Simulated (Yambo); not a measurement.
Yambo run on SiO₂ (space group Imma, No. 74). The wavefunctions are PBEsol (pw.x of Quantum ESPRESSO, ONCV potentials, no spin-orbit coupling) ones on a 2×2×2 mesh (32 occupied bands); a = 7.030 Å, b = 7.030 Å, c = 7.030 Å, α = 136.18°, β = 94.40°, γ = 101.64°.

Yambo input:

```
rim_cut
gw0
dyson
el_el_corr
HF_and_locXC
ppa
em1d
RandQpts= 1000000
RandGvec= 1 Ry
EXXRLvcs= 84 Ry
VXCRLvcs= 336 Ry
Chimod= "HARTREE"
% BndsRnXp
 1 | 314 |
%
NGsBlkXp= 7 Ry
% LongDrXp
 1.0 | 1.0 | 1.0 |
%
PPAPntXp= 27.2114 eV
% GbndRnge
 1 | 201 |
%
GTermKind= "none"
DysSolver= "n"
ExtendOut
% QPkrange
 1 | 1 | 32 | 33 |
%
```

k points by index: 1 = Γ.

Resulting energies as the program prints them:

```
#    K-point    Band    Eo [eV]    E [eV]    E-Eo [eV]    Vxc [eV]    Vnlxc [eV]    Sc|Eo [eV]    Sc|E [eV]    dSc/dw|Eo [eV]    Re(Z)    Im(Z)
#
    1    32    0.000000    -1.608835    -1.608835    -20.07672    -26.01022    3.991513    4.324666    -5.634494    0.828455    -0.992253E-3
    1    33    5.601211    6.733637    1.132426    -7.986660    -4.346931    -2.376847    -2.507303    -3.134583    0.896705    -0.670843E-3
```
(The two width columns are left out.) Convergence of these settings isn't established.

Geometry of the Materials Project entry, not relaxed at this level.

This is not the ordinary phase of the substance; no match was found in the copy of COD used, and its stability was not checked.
